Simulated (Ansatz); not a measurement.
Input file for Ansatz (a first-principles code):

Ansatz 0.2 input:
```yaml
crystal:
  lattice:
    - [3.3695987272, 0.0, 0.0]
    - [-1.6847993636, 2.9181580983, 0.0]
    - [0.0, 0.0, 5.6142343459]
  atoms:
    - { symbol: Zn, position: [0.0, 0.0, 0.9968554604] }
    - { symbol: Cd, position: [0.6666666667, 0.3333333333, 0.4884354829] }
    - { symbol: O, position: [0.6666666667, 0.3333333333, 0.0985775335] }
    - { symbol: O, position: [0.0, 0.0, 0.6521315232] }
kpoints:
  mp_grid: { grid: [14, 14, 7] }
hamiltonian:
  xc: pbesol
  pseudopotentials: { kind: paw }
scf:
  occupations: { method: fermi_dirac, width: 0.1 }
phonons:
  method: dfpt
  response_accuracy: low
  eigenvectors: true
  rigid_motions: translations
```

Output (shortened):

```
Pseudopotential: Zn, paw, valence charge 12
Pseudopotential: Cd, paw, valence charge 20
Pseudopotential: O, paw, valence charge 6
Functional definition: PBEsol
Crystal: 4 atoms, lattice volume = 55.205 Å³
Basis set: ecut = 420 eV, 1099 PW (Γ), exchange–correlation on 48×48×80 points (8 copies of the dense FFT grid, shifted against one another)
Bands: 27, of which v1, the nominal top of the filled ones, is band 22 counted from 1 (21 counted from 0)
Symmetry: 6 space group operations
k-points: 372 of 1372 (irreducible under 2 space group operations, time reversal used)
SCF iter   1: F=—  HF=-12586.346296 eV  |F-HF|=—  |Δ(HF+E_count)|=         —  Δρ=1.51e-2  dr2=1.07e-1  ethr=1.77e-3  ⟨swp⟩=5.2  Hψ=39052  notcnv=0
preconditioner: auto → Resta (q_TF=auto, 2.627 Å⁻¹)
SCF iter   2: F=—  HF=-12586.320625 eV  |F-HF|=—  |Δ(HF+E_count)|=   2.57e-2  Δρ=2.78e-3  dr2=2.41e-3  ethr=2.43e-4  ⟨swp⟩=2.5  Hψ=19050  notcnv=0  defer=233
SCF iter   3: F=—  HF=-12586.320314 eV  |F-HF|=—  |Δ(HF+E_count)|=   3.11e-4  Δρ=1.16e-3  dr2=6.34e-4  ethr=5.47e-6  ⟨swp⟩=2.4  Hψ=15643  notcnv=0  defer=233
SCF iter   4: F=—  HF=-12586.320325 eV  |F-HF|=—  |Δ(HF+E_count)|=   1.09e-5  Δρ=5.71e-4  dr2=1.88e-4  ethr=1.44e-6  ⟨swp⟩=1.0  Hψ=9811  notcnv=0  defer=233
SCF iter   5: F=—  HF=-12586.320321 eV  |F-HF|=—  |Δ(HF+E_count)|=   3.38e-6  Δρ=2.29e-4  dr2=2.87e-5  ethr=4.27e-7  ⟨swp⟩=2.3  Hψ=15906  notcnv=0  defer=233
SCF iter   6: F=—  HF=-12586.320322 eV  |F-HF|=—  |Δ(HF+E_count)|=   8.19e-7  Δρ=8.09e-5  dr2=3.58e-6  ethr=6.51e-8  ⟨swp⟩=2.8  Hψ=16011  notcnv=0  defer=233
SCF iter   7: F=—  HF=-12586.320326 eV  |F-HF|=—  |Δ(HF+E_count)|=   4.16e-6  Δρ=3.40e-5  dr2=4.01e-7  ethr=8.13e-9  ⟨swp⟩=2.0  Hψ=15660  notcnv=0  defer=233
SCF iter   8: F=—  HF=-12586.320326 eV  |F-HF|=—  |Δ(HF+E_count)|=   5.17e-8  Δρ=1.16e-5  dr2=5.36e-8  ethr=9.12e-10  ⟨swp⟩=2.0  Hψ=14127  notcnv=0  defer=233
SCF iter  14: F=-12586.320326 eV  HF=-12586.320326 eV  |F-HF|=0.00e0  |Δ(HF+E_count)|=  1.82e-12  Δρ=5.60e-8  dr2=1.48e-12  ethr=1.00e-12  ⟨swp⟩=7.5  Hψ=40107  notcnv=0
the last iteration of the SCF fills more bands at one k-point than at another …
SCF 1 converged in 14 iterations: F = -12586.320326 eV  dr2 = 1.48e-12
DFPT response loops at Γ: preconditioner auto → Kerker (q_TF=auto, 2.627 Å⁻¹) (partly filled bands, converged f_vac=0.058) …
SCF converged after 14 iterations
Free energy (F): -12586.320326 eV
Harris-Foulkes:  -12586.320326 eV  (|F-HF|=0.00e0)
Internal energy: -12586.318309 eV  (E = F + TS)
E sigma→0 (E₀):  -12586.319318 eV
Entropy (-TS):   -0.002017 eV (-0.504 meV/atom)
Fermi energy:    8.699877 eV
--- Per-component energies (eV) ---
  E_band       = -406.933037
  E_kinetic    = 983.473919
  E_local      = -5648.903703  (includes V_loc(G=0)·N_el)
  E_nonlocal   = 755.642355
  E_hartree    = 2488.154231
  E_xc         = -454.682287
  E_vxc        = -457.818971  (∫ρ·V_xc dr)
  E_paw        = -6114.538075  (= ΣΔE_a)
  E_vpaw       = -1015.639513  (= ΣTr[D̂ρ^β])
  E_aug_tail   = 0.004424  (compensation charges beyond the density's cutoff)
  E_ewald      = -4596.679064
  E_core_change = 1.209890  (= ΣΔE_core)
  E_smearing   = -0.002017  (= −TS)
  E_closure    = 0.000000  (closes the sum)
  Σ components = -12586.320326   (vs F -12586.320326, Δ=0.00e0)
  [band-id]    e_kinetic+e_local+e_nonlocal+2·e_hartree+e_vxc+e_vpaw+e_augmentation_tail = -406.933027   (vs E_band -406.933037, Δ=1.05e-5)
--- Band table (eV; the first three rows and the last of 372) ---
  k-point 0: bands = ["-91.7769", "-52.9146", "-52.9146", "-52.8746", "-9.1282", "-8.5603", "1.2754", "1.2754", "1.3403", "2.0946", "2.0946", "2.9708", "2.9708", "3.2132", "3.7736", "3.8798", "3.8798", "7.5143", "7.5143", "8.1433", "8.3344", "8.3585", …
  k-point 1: bands = ["-91.7769", "-52.9146", "-52.9146", "-52.8746", "-9.1072", "-8.5815", "1.2748", "1.2748", "1.2911", "2.0906", "2.0906", "2.9743", "2.9743", "2.9975", "3.8799", "3.8799", "4.1455", "7.5495", "7.5495", "7.5656", "8.3231", "8.3231", …
  k-point 2: bands = ["-91.7769", "-52.9146", "-52.9146", "-52.8746", "-9.0524", "-8.6367", "1.1859", "1.2735", "1.2735", "2.0818", "2.0818", "2.7692", "2.9825", "2.9825", "3.8800", "3.8800", "4.7981", "6.9162", "7.6446", "7.6446", "8.2289", "8.2289", …
  k-point 371: bands = ["-91.7763", "-52.9239", "-52.9194", "-52.8734", "-8.6237", "-8.4516", "1.3650", "1.6210", "1.8703", "1.9874", "2.2344", "3.2027", "3.2817", "3.4840", "3.8490", "4.0063", "4.5466", "5.2180", "5.7498", "5.9902", "7.1586", "7.3359", …
--- Phonons (Γ-DFPT): 8 representative perturbations + reference, on 372 of 1372 k-points (Σ response iterations 26) ---
  ASR residual: 2.921e-4 → 0.000e0 eV/Å²; symmetrization residual: 4.011e-4 eV/Å²
  ASR residual per site (eV/Å²): 2.14e-4 1.21e-4 2.92e-4 6.73e-5
  Γ frequencies (cm⁻¹): 0.00 0.00 0.00 63.32 63.32 222.88 320.06 320.06 373.03 386.54 386.54 532.67
  non-analytic LO–TO correction: not included (Born effective charges unavailable; polar crystals: no LO–TO splitting at Γ)
```

Cost: very roughly 8 core-minutes on shared cores.

Space group P3m1. The workflow started from a Materials Project entry (that database holds measured and hypothetical structures alike); the Crystallography Open Database copy checked does not list it. Whether it is the stable phase at ambient conditions was not checked. Symmetry was held in the PBEsol relaxation; of distortions, only those at the zone centre were tested. As this level gives no gap, phonon frequencies hold no LO–TO term and depend on the k-mesh and smearing (Fermi–Dirac, 0.1 eV here). Scalar-relativistic: spin–orbit coupling is off unless named, which matters more the heavier the elements.

Potentials: the later of the program's two PAW sets.

Ansatz is a plane-wave DFT program.
